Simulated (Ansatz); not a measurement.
TiB:
```cif
data_B4Ti4
_chemical_formula_sum 'Ti4 B4'
_space_group_name_H-M_alt 'Pnma'
_space_group_IT_number 62
_space_group_name_Hall '-P 2ac 2n'
_cell_length_a 6.06017
_cell_length_b 3.03273
_cell_length_c 4.52501
_cell_angle_alpha 90.000
_cell_angle_beta 90.000
_cell_angle_gamma 90.000
loop_
_atom_site_label
_atom_site_type_symbol
_atom_site_symmetry_multiplicity
_atom_site_Wyckoff_symbol
_atom_site_fract_x
_atom_site_fract_y
_atom_site_fract_z
_atom_site_occupancy
Ti1 Ti 4 c 0.17734 0.25000 0.12195 1
B1 B 4 c 0.03023 0.25000 0.60024 1
```

Relaxed at zero pressure with DFT-PBEsol in the program Ansatz with PAW potentials.

**Question.** The volume is lowered by 9 % and shape and atoms relax at that volume. What pressure results, and how do the axes share the change?

**Answer.** 24.9 GPa; a -3.2 %, b -2.9 %, c -3.2 %; the energy rises by 67 meV/atom.

**Question.** Give the new structure.

**Answer.** 
Space group Pnma (No. 62); a = 5.8687 Å, b = 2.9454 Å, c = 4.3782 Å, α = β = γ = 90.00°

```tsv
atom	site	symmetry	x	y	z
Ti	4c	.m.	0.1764	0.2500	0.1198
B	4c	.m.	0.0312	0.2500	0.6028
```

The phase is kept; no other phase was compared at this pressure.

The first step of the workflow began from a Materials Project structure, measured or hypothetical; the Crystallography Open Database files this formula in space group No. 62, but the cells were not matched. Its standing as an ambient phase is unchecked. The PBEsol relaxation kept the symmetry of its start; whether a distortion lowers the energy is not shown. No spin polarisation was allowed.

Potentials: the later of the program's two PAW sets.
